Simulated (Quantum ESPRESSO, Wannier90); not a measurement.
**Wannierisation of MgPd (CsCl type)**

```
begin unit_cell_cart
ang
    3.1553800000    0.0000000000    0.0000000000
    0.0000000000    3.1553800000    0.0000000000
    0.0000000000    0.0000000000    3.1553800000
end unit_cell_cart
begin atoms_frac
Mg   0.0000000000  0.0000000000  0.0000000000
Pd   0.5000000000  0.5000000000  0.5000000000
end atoms_frac
```

Materials Project entry mp-506; symmetrised, unrelaxed at this level. COD (Crystallography Open Database) has an entry of this formula and space group (matched by these alone). Computed values, not measurements, from PBEsol: Quantum ESPRESSO (norm-conserving PseudoDojo potentials, cutoff 68 Ry, no spin polarisation, no spin-orbit coupling) on a Γ-centred 10×10×10 mesh, then Wannier90. Density: 14×14×14 mesh, cold smearing 0.01 Ry.

A tight-binding model is made by disentanglement and projection with no localisation steps (num_iter = 0), so the 13 orbitals stay atom-like: hydrogen-like Mg: s;p; Pd: s;p;d, axes along x, y, z; frozen window up to 1.50 eV relative to the Fermi level. It follows pw.x to 21 meV rms for states up to 1.0 eV relative to the Fermi level. Matrix elements depend on this choice of orbitals and windows. Bands 2 (Mg 2s 100 %), 6–8 (Mg 2p 100 %) lie between the kept ones and are excluded.

Problem. Which pairs of orbitals on different sites are coupled most strongly? Give distance, modulus and how many such pairs a cell has.

Solution. 
```
orbital  orbital  distance of the centres (Å)  modulus (eV)  pairs
-------  -------  ---------------------------  ------------  -----
Mg pz      Mg pz                         3.16          3.84      1
Mg py      Mg py                         3.16          3.84      1
Mg px      Mg px                         3.16          3.84      1
Mg px       Pd s                         2.73          3.12      8
Mg py       Pd s                         2.73          3.12      8
Mg pz       Pd s                         2.73          3.11      8
Mg pz       Mg s                         3.16          2.59      2
Mg px       Mg s                         3.16          2.59      2
Mg py       Mg s                         3.16          2.59      2
Mg s        Pd s                         2.73          2.46      8
Mg s        Mg s                         3.16          1.93      3
Mg s       Pd px                         2.73          1.53      8
Mg s       Pd py                         2.73          1.53      8
Mg s       Pd pz                         2.73          1.53      8
Mg px      Pd pz                         2.73          1.50      8
Mg py      Pd px                         2.73          1.50      8
Mg pz      Pd px                         2.73          1.49      8
Mg px      Pd py                         2.73          1.49      8
Mg py      Pd pz                         2.73          1.49      8
Mg pz      Pd py                         2.73          1.49      8
Mg py      Mg py                         3.16          1.27      2
Mg px      Mg px                         3.16          1.27      2
Mg pz      Mg pz                         3.16          1.27      2
Mg py      Pd py                         2.73          1.24      8
Mg px      Pd px                         2.73          1.24      8
Mg pz      Pd pz                         2.73          1.24      8
Pd pz       Pd s                         3.16          0.59      2
Pd pz      Pd pz                         3.16          0.59      1
Pd px       Pd s                         3.16          0.59      2
Pd py       Pd s                         3.16          0.59      2
```
